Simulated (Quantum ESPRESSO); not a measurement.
**Band energies of HgSe**

```
HgSe
1.0
    0.00000     3.06614     3.06614
    3.06614     0.00000     3.06614
    3.06614     3.06614     0.00000
Se Hg
1 1
Direct
  0.25000   0.25000   0.25000
  0.00000   0.00000   0.00000
```

norm-conserving PBEsol (Quantum ESPRESSO, 86 Ry, with spin-orbit coupling); path ΓXWKΓLUWLK,UX; energies in eV from the Fermi level.

| k (1/Å) | point | band 36 | band 37 | band 38 | band 39 | band 40 | band 41 | band 42 | band 43 |
|---|---|---|---|---|---|---|---|---|---|
| 0.00 | Γ | 0.00 | 0.00 | 0.00 | 4.35 | 4.35 | 5.76 | 5.76 | 5.76 |
| 0.34 |  | -0.71 | 1.33 | 1.33 | 3.93 | 3.93 | 5.84 | 5.84 | 6.53 |
| 0.68 |  | -1.82 | 2.53 | 2.53 | 3.02 | 3.02 | 7.54 | 7.54 | 7.66 |
| 1.02 | X | -2.33 | 2.63 | 2.63 | 2.82 | 2.82 | 8.14 | 8.14 | 9.07 |
| 1.15 |  | -2.32 | 2.71 | 2.76 | 2.95 | 3.06 | 8.00 | 8.02 | 8.55 |
| 1.54 | W | -2.37 | 3.32 | 3.52 | 4.89 | 4.99 | 5.37 | 6.17 | 7.19 |
| 1.90 | K | -1.88 | 2.71 | 2.79 | 4.27 | 4.28 | 7.42 | 7.59 | 7.79 |
| 2.00 |  | -1.65 | 2.68 | 2.77 | 4.65 | 4.75 | 6.85 | 7.40 | 7.42 |
| 2.29 |  | -0.89 | 2.18 | 2.23 | 5.16 | 5.28 | 5.64 | 5.72 | 6.50 |
| 2.59 |  | -0.29 | 1.19 | 1.22 | 4.41 | 4.72 | 5.42 | 5.71 | 6.22 |
| 2.99 | Γ | 0.00 | 0.00 | 0.00 | 4.35 | 4.35 | 5.76 | 5.76 | 5.76 |
| 3.28 |  | -0.20 | 0.65 | 0.65 | 4.56 | 4.56 | 5.50 | 5.50 | 6.08 |
| 3.68 |  | -0.80 | 0.94 | 0.94 | 5.62 | 5.62 | 6.30 | 6.30 | 6.37 |
| 3.87 | L | -0.94 | 0.93 | 0.93 | 5.70 | 5.70 | 6.34 | 6.34 | 6.75 |
| 3.98 |  | -1.03 | 1.15 | 1.18 | 5.58 | 5.71 | 6.23 | 6.30 | 6.74 |
| 4.40 |  | -1.73 | 2.67 | 2.75 | 4.53 | 4.60 | 6.90 | 7.38 | 7.55 |
| 4.50 | U | -1.88 | 2.71 | 2.79 | 4.27 | 4.28 | 7.42 | 7.59 | 7.79 |
| 4.74 |  | -2.22 | 3.20 | 3.36 | 4.55 | 4.64 | 5.95 | 6.50 | 7.35 |
| 4.86 | W | -2.37 | 3.32 | 3.52 | 4.89 | 4.99 | 5.37 | 6.17 | 7.19 |
| 5.04 |  | -1.98 | 3.09 | 3.22 | 4.89 | 5.03 | 5.45 | 6.04 | 7.67 |
| 5.41 |  | -1.11 | 1.50 | 1.54 | 5.40 | 5.58 | 6.14 | 6.37 | 6.74 |
| 5.59 | L | -0.94 | 0.93 | 0.93 | 5.70 | 5.70 | 6.34 | 6.34 | 6.75 |
| 5.68 |  | -1.01 | 1.09 | 1.12 | 5.61 | 5.72 | 6.25 | 6.30 | 6.74 |
| 6.04 |  | -1.59 | 2.57 | 2.63 | 4.70 | 4.80 | 6.61 | 7.08 | 7.32 |
| 6.21 | K | -1.88 | 2.71 | 2.79 | 4.27 | 4.28 | 7.42 | 7.59 | 7.79 |
| 6.21 | U | -1.88 | 2.71 | 2.79 | 4.27 | 4.28 | 7.42 | 7.59 | 7.79 |
| 6.58 | X | -2.33 | 2.63 | 2.63 | 2.82 | 2.82 | 8.14 | 8.14 | 9.07 |

At this level the gap is closed or nearly so: along the path the highest valence and lowest conduction bands touch, or overlap by less than 0.6 eV, a zero-gap or semimetallic result; the valence top lies at Γ, the conduction bottom at Γ.

Geometry relaxed with PBEsol.
